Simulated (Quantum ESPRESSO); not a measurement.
Kohn-Sham bands of CsH (CsCl type)

```xyz
2
Lattice="3.8184 0.0000 0.0000 0.0000 3.8184 0.0000 0.0000 0.0000 3.8184" Properties=species:S:1:pos:R:3 pbc="T T T"
Cs     0.0000     0.0000     0.0000
H      1.9092     1.9092     1.9092
```

Structure: Materials Project mp-632319, symmetrised, not relaxed again. Not found in the COD (Crystallography Open Database) copy used, which has the formula in other groups; not checked further. Computed values, not measurements, from PBEsol: Quantum ESPRESSO (norm-conserving PseudoDojo potentials, cutoff 58 Ry, spinors with spin-orbit coupling) on a Γ-centred 8×8×8 mesh, then Wannier90. Density: 8×8×8 mesh, cold smearing 0.01 Ry.

Question: List the Kohn-Sham levels between −8 and 5.5 eV relative to the valence-band maximum at the high-symmetry points, as a band run of pw.x on that density gives them (levels within 2 meV counted together).

Answer: 
```tsv
point	k (reciprocal lattice)	levels (eV)
Γ	0.000 0.000 0.000	-7.34 (×4), -2.05 (×2), 3.24 (×4)
X	0.000 0.500 0.000	-7.17 (×2), -0.25 (×2), 2.46 (×2), 4.05 (×2)
M	0.500 0.500 0.000	-7.37 (×2), -1.28 (×2), 4.30 (×2)
R	0.500 0.500 0.500	0.00 (×2), 2.57 (×4), 2.61 (×2)
```
